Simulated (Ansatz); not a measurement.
Put Ti₄C in F-43m (No. 216): Ti on 16e; C on 4c.

Computed with DFT PBE, scalar-relativistic, plane waves, PAW in Ansatz. Cutoff 420 eV, Γ-centred mesh, Gaussian smearing, collinear spin.

Energies over the elements count from the elements' standard structures at the same level, with no fitted energy shifts.

Question: Predict the relaxed structure.

Answer:

Space group F-43m (No. 216). a = 8.581 Å, b = 8.581 Å, c = 8.581 Å, α = 90.00°, β = 90.00°, γ = 90.00°
| atom | site | symmetry | x | y | z |
| --- | --- | --- | --- | --- | --- |
| Ti | 16e | .3m | 0.6142 | 0.1142 | 0.8858 |
| C | 4c | -43m | 0.2500 | 0.2500 | 0.2500 |

Ti has 1 C at 2.02 Å, 3 Ti at 2.77 Å and 3 Ti at 3.30 Å; C is surrounded by 4 Ti at 2.02 Å. Another local minimum with the same sites may exist.

Question: Where does its energy lie, and is it a metal?

Answer: The energy over the elements is +1.47 eV/atom. The gap on the 8×8×8 mesh of the 5-atom cell is 0 eV (a metal) and the net moment per atom is 1.57 μB. The moment by site is Ti 0.9 (×4) μB. The separate elements lie lower, so it is unstable against them.

The last run used collinear spin and Gaussian smearing of 0.10 eV. The reference form of C is held partly by dispersion forces, which this level lacks. Another magnetic order may lie lower. Symmetry constrained the relaxation, so the result can be a saddle point. Another cell of Ti4C relaxed alike but without spin, in Pm-3m, lies 1.74 eV/atom lower, so this cell isn't the stable form at this level. Site moments count only spheres around the atoms; the net moment includes the space between them.
